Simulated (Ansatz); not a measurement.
TlHg₃:
```cif
data_Hg3Tl
_chemical_formula_sum 'Hg3 Tl1'
_space_group_name_H-M_alt 'P 1'
_space_group_IT_number 1
_cell_length_a 4.65479
_cell_length_b 4.65479
_cell_length_c 4.65479
_cell_angle_alpha 90.000
_cell_angle_beta 90.000
_cell_angle_gamma 90.000
loop_
_space_group_symop_operation_xyz
  'x, y, z'
loop_
_atom_site_label
_atom_site_type_symbol
_atom_site_fract_x
_atom_site_fract_y
_atom_site_fract_z
_atom_site_occupancy
Hg1 Hg 0.00000 0.50000 0.50000 1
Hg2 Hg 0.50000 0.00000 0.50000 1
Hg3 Hg 0.50000 0.50000 0.00000 1
Tl1 Tl 0.00000 0.00000 0.00000 1
```

This is the PBEsol-relaxed structure.

Task: All from DFT-PBEsol in the program Ansatz with PAW potentials, unless another level is named. Estimate the formation energy from the elements (no fitted shifts).

Result: -0.030 eV/atom.

Task: Give the density of states at the Fermi level.

Result: 0.27 states/eV per atom (mean over ±0.08 eV).

Space group Pm-3m (Cu3Au type). The workflow started from an entry of the Crystallography Open Database (COD). Its standing as an ambient phase is unchecked. The cell was relaxed with PBEsol under the symmetry of its start; whether a distortion lowers the energy is not shown. The references are the lowest solids computed at this level, not always the standard phases. Scalar-relativistic: spin–orbit coupling is off unless named, which matters more the heavier the elements.

Potentials: the later of the program's two PAW sets.
